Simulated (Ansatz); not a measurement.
A relaxation computed with Ansatz, from input to last step.

```yaml
crystal:
  lattice:
    - [6.5762212632, 0.0, -0.0400954116]
    - [0.0, 5.2439688373, 0.0]
    - [-2.6353213, 0.0, 8.1872465808]
  atoms:
    - { symbol: C, position: [0.7182624384, 0.9645929207, 0.0915320139] }
    - { symbol: C, position: [0.2817375616, 0.4645929207, 0.4084679861] }
    - { symbol: C, position: [0.2817375616, 0.0354070793, 0.9084679861] }
    - { symbol: C, position: [0.7182624384, 0.5354070793, 0.5915320139] }
    - { symbol: C, position: [0.6659794386, 0.1660896182, 0.992462143] }
    - { symbol: C, position: [0.3340205614, 0.6660896182, 0.507537857] }
    - { symbol: C, position: [0.3340205614, 0.8339103818, 0.007537857] }
    - { symbol: C, position: [0.6659794386, 0.3339103818, 0.492462143] }
    - { symbol: C, position: [0.5561414011, 0.7820919204, 0.1049165105] }
    - { symbol: C, position: [0.4438585989, 0.2820919204, 0.3950834895] }
    - { symbol: C, position: [0.4438585989, 0.2179080796, 0.8950834895] }
    - { symbol: C, position: [0.5561414011, 0.7179080796, 0.6049165105] }
    - { symbol: O, position: [0.6038826922, 0.5939751324, 0.1904238249] }
    - { symbol: O, position: [0.3961173078, 0.0939751324, 0.3095761751] }
    - { symbol: O, position: [0.3961173078, 0.4060248676, 0.8095761751] }
    - { symbol: O, position: [0.6038826922, 0.9060248676, 0.6904238249] }
    - { symbol: F, position: [0.9160628395, 0.915548309, 0.1793308272] }
    - { symbol: F, position: [0.0839371605, 0.415548309, 0.3206691728] }
    - { symbol: F, position: [0.0839371605, 0.084451691, 0.8206691728] }
    - { symbol: F, position: [0.9160628395, 0.584451691, 0.6793308272] }
    - { symbol: F, position: [0.8088187016, 0.3284920047, 0.9747635083] }
    - { symbol: F, position: [0.1911812984, 0.8284920047, 0.5252364917] }
    - { symbol: F, position: [0.1911812984, 0.6715079953, 0.0252364917] }
    - { symbol: F, position: [0.8088187016, 0.1715079953, 0.4747635083] }
basis:
  ecutwfc: 420
kpoints:
  mp_grid: { grid: [4, 6, 4] }
hamiltonian:
  xc: pbe
  dispersion: d3bj
scf:
  occupations: { method: gaussian, width: 0.02 }
output:
  forces: true
  stress: true
  eigenvalues: true
relax:
  adjacent_minimum: "off"
  f_tol: 0.01
  max_steps: 30
  cell: { stress_tol: 0.1, fix: [volume] }
```

```bash
ansatz run input.yaml --threads 4 --pin off --max-ram 9216MiB --backend cpu --events-out ev --progress --plain --runs-dir out
```

Theory: DFT PBE+D3(BJ), scalar-relativistic, plane waves, PAW (Ansatz 0.2.0).

The volume is held at 0.91 times that of the relaxed cell.

Of 6 frames 5 are shown, positions in Å and forces in eV/Å; the SCF threshold varies from step to step. Steps run on the plane waves of an earlier cell, with a Pulay correction in the pressure. The basis is chosen afresh for the last frame, the zero of the energies, and at times for earlier ones too; energy and pressure step there, also at an unchanged geometry.

```xyz
24
Lattice="6.5762 0.0000 -0.0401 0.0000 5.2440 0.0000 -2.6353 0.0000 8.1872" Properties=species:S:1:pos:R:3:forces:R:3 pbc="T T T" step=1 free_energy_over_end_meV_per_atom=5.35 pressure_GPa=5.66
C     4.4822    5.0583    0.7206   -0.0741   -0.1837    0.1143
C     0.7763    2.4363    3.3329    0.0741   -0.1837   -0.1143
C    -0.5413    0.1857    7.4266    0.0741    0.1837   -0.1143
C     3.1646    2.8077    4.8142   -0.0741    0.1837    0.1143
C     1.7642    0.8710    8.0988   -0.0928    0.1480   -0.1395
C     0.8591    3.4930    4.1419    0.0928    0.1480    0.1395
C     2.1767    4.3730    0.0483    0.0928   -0.1480    0.1395
C     3.0818    1.7510    4.0052   -0.0928   -0.1480   -0.1395
C     3.3808    4.1013    0.8367   -0.0434    0.4890   -0.3313
C     1.8777    1.4793    3.2168    0.0434    0.4890    0.3313
C     0.5601    1.1427    7.3105    0.0434   -0.4890    0.3313
C     2.0632    3.7647    4.9303   -0.0434   -0.4890   -0.3313
O     3.4694    3.1148    1.5348    0.0894   -0.9540    0.6738
O     1.7891    0.4928    2.5187   -0.0894   -0.9540   -0.6738
O     0.4715    2.1292    6.6123   -0.0894    0.9540   -0.6738
O     2.1518    4.7512    5.6285    0.0894    0.9540    0.6738
F     5.5516    4.8011    1.4315    0.5928   -0.1424    0.3942
F    -0.2931    2.1791    2.6220   -0.5928   -0.1424   -0.3942
F    -1.6107    0.4429    6.7157   -0.5928    0.1424   -0.3942
F     4.2340    3.0648    5.5251    0.5928    0.1424    0.3942
F     2.7502    1.7226    7.9482    0.5418    0.4679   -0.0863
F    -0.1269    4.3446    4.2926   -0.5418    0.4679    0.0863
F     1.1907    3.5214    0.1990   -0.5418   -0.4679    0.0863
F     4.0678    0.8994    3.8546    0.5418   -0.4679   -0.0863
24
Lattice="6.5739 0.0000 -0.0474 0.0000 5.2450 0.0000 -2.6434 0.0000 8.1915" Properties=species:S:1:pos:R:3:forces:R:3 pbc="T T T" step=2 free_energy_over_end_meV_per_atom=0.48 pressure_GPa=2.40
C     4.4907    5.0593    0.7216   -0.0595   -0.0224   -0.0079
C     0.7615    2.4368    3.3268    0.0595   -0.0224    0.0079
C    -0.5602    0.1857    7.4225    0.0595    0.0224    0.0079
C     3.1690    2.8083    4.8173   -0.0595    0.0224   -0.0079
C     1.7615    0.8794    8.0981   -0.0578   -0.0129   -0.0089
C     0.8472    3.5020    4.1417    0.0578   -0.0129    0.0089
C     2.1689    4.3656    0.0460    0.0578    0.0129    0.0089
C     3.0833    1.7431    4.0024   -0.0578    0.0129   -0.0089
C     3.3828    4.0950    0.8379   -0.0038    0.0573   -0.0259
C     1.8694    1.4724    3.2104    0.0038    0.0573    0.0259
C     0.5477    1.1501    7.3062    0.0038   -0.0573    0.0259
C     2.0611    3.7726    4.9337   -0.0038   -0.0573   -0.0259
O     3.4744    3.0993    1.5418    0.0196   -0.1932    0.1281
O     1.7777    0.4768    2.5066   -0.0196   -0.1932   -0.1281
O     0.4560    2.1457    6.6023   -0.0196    0.1932   -0.1281
O     2.1527    4.7682    5.6375    0.0196    0.1932    0.1281
F     5.5678    4.8012    1.4359    0.2072   -0.0477    0.1347
F    -0.3157    2.1787    2.6125   -0.2072   -0.0477   -0.1347
F    -1.6374    0.4439    6.7082   -0.2072    0.0477   -0.1347
F     4.2461    3.0664    5.5316    0.2072    0.0477    0.1347
F     2.7525    1.7377    7.9446    0.1910    0.1698   -0.0347
F    -0.1438    4.3602    4.2953   -0.1910    0.1698    0.0347
F     1.1779    3.5074    0.1995   -0.1910   -0.1698    0.0347
F     4.0742    0.8848    3.8488    0.1910   -0.1698   -0.0347
24
Lattice="6.5775 0.0000 -0.0455 0.0000 5.2422 0.0000 -2.6425 0.0000 8.1907" Properties=species:S:1:pos:R:3:forces:R:3 pbc="T T T" step=3 free_energy_over_end_meV_per_atom=0.01 pressure_GPa=1.16
C     4.4973    5.0578    0.7230   -0.0108    0.0222   -0.0163
C     0.7589    2.4367    3.3268    0.0108    0.0222    0.0163
C    -0.5624    0.1844    7.4221    0.0108   -0.0222    0.0163
C     3.1760    2.8055    4.8184   -0.0108   -0.0222   -0.0163
C     1.7656    0.8843    8.0978   -0.0027   -0.0320    0.0158
C     0.8480    3.5054    4.1427    0.0027   -0.0320   -0.0158
C     2.1693    4.3579    0.0473    0.0027    0.0320   -0.0158
C     3.0869    1.7368    4.0025   -0.0027    0.0320    0.0158
C     3.3880    4.0890    0.8403    0.0096   -0.0366    0.0189
C     1.8682    1.4679    3.2096   -0.0096   -0.0366   -0.0189
C     0.5469    1.1532    7.3049   -0.0096    0.0366   -0.0189
C     2.0667    3.7743    4.9356    0.0096    0.0366    0.0189
O     3.4834    3.0895    1.5429   -0.0051    0.0108   -0.0024
O     1.7728    0.4684    2.5070    0.0051    0.0108    0.0024
O     0.4515    2.1527    6.6023    0.0051   -0.0108    0.0024
O     2.1621    4.7738    5.6382   -0.0051   -0.0108   -0.0024
F     5.5800    4.7998    1.4375    0.0158   -0.0036    0.0104
F    -0.3238    2.1787    2.6124   -0.0158   -0.0036   -0.0104
F    -1.6451    0.4424    6.7077   -0.0158    0.0036   -0.0104
F     4.2587    3.0635    5.5328    0.0158    0.0036    0.0104
F     2.7583    1.7474    7.9419    0.0138    0.0163   -0.0081
F    -0.1447    4.3685    4.2986   -0.0138    0.0163    0.0081
F     1.1766    3.4948    0.2033   -0.0138   -0.0163    0.0081
F     4.0796    0.8737    3.8466    0.0138   -0.0163   -0.0081
24
Lattice="6.5791 0.0000 -0.0441 0.0000 5.2420 0.0000 -2.6415 0.0000 8.1883" Properties=species:S:1:pos:R:3:forces:R:3 pbc="T T T" step=4 free_energy_over_end_meV_per_atom=0.01 pressure_GPa=1.10
C     4.4986    5.0586    0.7235   -0.0001    0.0083   -0.0079
C     0.7597    2.4376    3.3265    0.0001    0.0083    0.0079
C    -0.5610    0.1834    7.4207    0.0001   -0.0083    0.0079
C     3.1779    2.8044    4.8177   -0.0001   -0.0083   -0.0079
C     1.7677    0.8839    8.0944   -0.0009   -0.0107    0.0117
C     0.8492    3.5049    4.1440    0.0009   -0.0107   -0.0117
C     2.1699    4.3581    0.0498    0.0009    0.0107   -0.0117
C     3.0884    1.7371    4.0002   -0.0009    0.0107    0.0117
C     3.3895    4.0890    0.8422    0.0008   -0.0118    0.0197
C     1.8688    1.4680    3.2079   -0.0008   -0.0118   -0.0197
C     0.5481    1.1530    7.3020   -0.0008    0.0118   -0.0197
C     2.0688    3.7740    4.9363    0.0008    0.0118    0.0197
O     3.4845    3.0911    1.5467    0.0006    0.0075   -0.0120
O     1.7738    0.4701    2.5033   -0.0006    0.0075    0.0120
O     0.4531    2.1509    6.5975   -0.0006   -0.0075    0.0120
O     2.1638    4.7719    5.6409    0.0006   -0.0075   -0.0120
F     5.5820    4.8014    1.4381    0.0008    0.0000   -0.0002
F    -0.3236    2.1804    2.6120   -0.0008    0.0000    0.0002
F    -1.6443    0.4406    6.7062   -0.0008    0.0000    0.0002
F     4.2612    3.0616    5.5322    0.0008    0.0000   -0.0002
F     2.7607    1.7471    7.9364   -0.0019    0.0031   -0.0012
F    -0.1438    4.3681    4.3020    0.0019    0.0031    0.0012
F     1.1770    3.4949    0.2078    0.0019   -0.0031    0.0012
F     4.0814    0.8739    3.8422   -0.0019   -0.0031   -0.0012
24
Lattice="6.5793 0.0000 -0.0448 0.0000 5.2414 0.0000 -2.6424 0.0000 8.1893" Properties=species:S:1:pos:R:3:forces:R:3 pbc="T T T" step=6 free_energy_over_end_meV_per_atom=0.00 pressure_GPa=1.09
C     4.4991    5.0587    0.7229    0.0023    0.0011    0.0004
C     0.7591    2.4380    3.3270   -0.0023    0.0011   -0.0004
C    -0.5621    0.1827    7.4216   -0.0023   -0.0011   -0.0004
C     3.1779    2.8034    4.8175    0.0023   -0.0011    0.0004
C     1.7663    0.8845    8.0948    0.0016   -0.0013    0.0020
C     0.8495    3.5052    4.1444   -0.0016   -0.0013   -0.0020
C     2.1707    4.3569    0.0497   -0.0016    0.0013   -0.0020
C     3.0875    1.7362    4.0002    0.0016    0.0013    0.0020
C     3.3905    4.0885    0.8423    0.0024   -0.0048    0.0050
C     1.8676    1.4678    3.2076   -0.0024   -0.0048   -0.0050
C     0.5464    1.1529    7.3022   -0.0024    0.0048   -0.0050
C     2.0693    3.7736    4.9369    0.0024    0.0048    0.0050
O     3.4864    3.0903    1.5461   -0.0012    0.0045   -0.0042
O     1.7717    0.4696    2.5037    0.0012    0.0045    0.0042
O     0.4505    2.1511    6.5984    0.0012   -0.0045    0.0042
O     2.1652    4.7718    5.6408   -0.0012   -0.0045   -0.0042
F     5.5830    4.8021    1.4369   -0.0030    0.0015   -0.0026
F    -0.3249    2.1814    2.6129    0.0030    0.0015    0.0026
F    -1.6461    0.4393    6.7076    0.0030   -0.0015    0.0026
F     4.2618    3.0600    5.5316   -0.0030   -0.0015   -0.0026
F     2.7586    1.7486    7.9364   -0.0038   -0.0021   -0.0003
F    -0.1429    4.3693    4.3028    0.0038   -0.0021    0.0003
F     1.1783    3.4928    0.2081    0.0038    0.0021    0.0003
F     4.0798    0.8721    3.8417   -0.0038    0.0021   -0.0003
```

It took 100 s on 4 threads of Intel(R) Xeon(R) Platinum 8375C CPU @ 2.90GHz (Ice Lake), on a shared host, peak memory 1.4 GiB.